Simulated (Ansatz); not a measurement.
## WSb in the NiAs-type structure

Method: PBEsol, scalar-relativistic; no spin polarisation; PAW, 420 eV, 10×10×6 k-mesh, Gaussian smearing of 0.05 eV; code Ansatz; PAW files: Ansatz's generated set soft_2.

```xyz
4
Lattice="4.3426 0.0000 0.0000 -2.1713 3.7608 0.0000 0.0000 0.0000 5.1676" Properties=species:S:1:pos:R:3 pbc="T T T"
W     0.0000    0.0000    0.0000
W     0.0000    0.0000    2.5838
Sb    0.0000    2.5072    1.2919
Sb    2.1713    1.2536    3.8757
```

The structure was built from a prototype; whether the compound forms in it isn't claimed.

The cell above was scaled in volume, and shape and atoms were relaxed at each volume within its symmetry. Energies are counted from the cell above.

The cell is relaxed to zero pressure at this level.

```csv
V (Å³/atom),ΔE (meV/atom),P from the stress (GPa)
20.255,17.16,6.70
20.677,4.19,3.18
21.099,0.00,0.00
21.521,3.81,-2.87
21.943,14.77,-5.44
```

Problem. Do the energies and the pressures agree? Compare −ΔE/ΔV between neighbouring points (1 meV/Å³ = 0.1602 GPa) with the mean of their pressures.

Solution. 
```csv
interval (Å³/atom),−ΔE/ΔV (GPa),mean P (GPa)
20.26 to 20.68,4.9,4.9
20.68 to 21.10,1.6,1.6
21.10 to 21.52,-1.4,-1.4
21.52 to 21.94,-4.2,-4.2
```
They differ by 0.02 GPa at most.

Problem. What do the two routes give for V0, B0 and B0′?

Solution. A third-order Birch–Murnaghan fit of the energies: V0 = 21.10 Å³/atom, B0 = 151 GPa, B0′ = 4.0. A polynomial of P in ln V, with B = −dP/d ln V at P = 0: V0 = 21.10 Å³/atom, B0 = 151 GPa, B0′ = 4.3.

B0·V0 = 150.8 GPa × 21.10 Å³ = 19.87 eV/atom sets the scale: near the minimum ΔE ≈ ½ B0 V0 x², with x = V/V0 − 1, and a pressure of 1.5 GPa squeezes the volume by about 1 %. At the ends of the curve: x = −4.0 % predicts 16.0 meV/atom and the run gives 17.2; x = +4.0 % predicts 15.8 meV/atom and the run gives 14.8. The curve is steeper than the parabola on the compressed side and flatter on the expanded side: the bulk modulus rises with pressure.

For elements this heavy, spin–orbit coupling would shift levels and gaps; it isn't included here. The run is a metal.
